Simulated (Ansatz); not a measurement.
Here is the system:

Starting cell, MoSi₂ (MoSi2 type, space group I4/mmm):

```
CELL_PARAMETERS angstrom
     -1.60850     1.60850     3.93661
      1.60850    -1.60850     3.93661
      1.60850     1.60850    -3.93661
ATOMIC_POSITIONS crystal
  Mo 0.00000 0.00000 0.00000
  Si 0.33511 0.33511 0.00000
  Si 0.66489 0.66489 0.00000
```

Scan: atom 2 (Si, nearest neighbour Si at 2.596 Å; its periodic images, 3.2 Å or more away, move with it) is displaced towards the nearest neighbour, direction (0.000, 0.000, 1.000) in Cartesian axes, by s. The other atoms stay.

All values below come from PBE (plane waves to 420 eV, PAW, scalar-relativistic; Ansatz, a first-principles code). k mesh 16×16×16 (Γ-centred), Fermi-Dirac smearing 0.05 eV. E stands for the smeared free energy. With partly filled bands, energies and forces of such displacements shift with the k mesh and the smearing. MoSi2 is run without spin polarisation. MoSi2 was relaxed with its symmetry unable to fall. The PAW data are Ansatz's earlier set. The zero of ΔE is the undisplaced structure.

The scan covers s from -0.260 to 0.260 Å in 11 points.

Q: Is this a single well or a double well?

A: A single well with its minimum at or next to zero displacement.

Q: Is the energy the same for displacements of ±0.260 Å, and if not, which side lies higher?

A: Not even: the positive side lies higher at ±0.260 Å. With its periodic images moving along, the atom's site symmetry in this cell is 4mm.

Q: What is the force constant k = d²E/ds² of this move at s = 0?

A: 12.4 eV/Å².

(For displaced atoms, the force is minus the slope of the energy, and its curvature is a force constant, which sets phonon frequencies.)
